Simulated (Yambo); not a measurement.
G0W0@PBEsol for BeTe (wurtzite, space group P6_3mc, No. 186) in Yambo (3×3×2 mesh, 8 Ry block, plasmon pole, screening fixed), without a terminator:

```csv
bands N in G,gap Γ → K (eV),shift of the valence edge (eV)
130,3.073,-0.665
222,3.158,-0.943
344,3.203,-1.073
```

Question: Extrapolate both columns to infinite N with E(N) = E∞ + A/N, test the form, and compare with the terminator.

Answer: From two points, E∞ = (N2 E2 − N1 E1)/(N2 − N1). The two largest N give 3.28 eV for the gap and -1.31 eV for the shift; the two smallest give 3.28 eV and -1.34 eV. For the gap the slopes A are -27 and -28 eV: the 1/N form holds. For the shift the slopes A are 87 and 81 eV: the 1/N form holds. With the Bruneval-Gonze terminator and 344 bands the run gives 3.23 eV and -1.16 eV, 0.05 eV and 0.15 eV from the extrapolated values: the terminator too is an estimate of the remainder. Block, mesh and the bands in W are held fixed.

The standard potential for Te keeps a d shell in the valence without the s and p states of that shell. In tests on such compounds this moved G0W0 gaps by up to about 0.9 eV, so absolute quasiparticle energies here are unreliable; differences between settings are what counts.

Spin-orbit coupling is included.

Geometry relaxed with PBEsol; primitive cell a = b = 3.9508 Å, c = 6.5177 Å, α = β = 90.00°, γ = 120.00°.

This is not the ordinary phase of the substance; no match was found in the copy of COD used, and its stability was not checked.

A shift is the quasiparticle energy of the state minus its PBEsol energy.
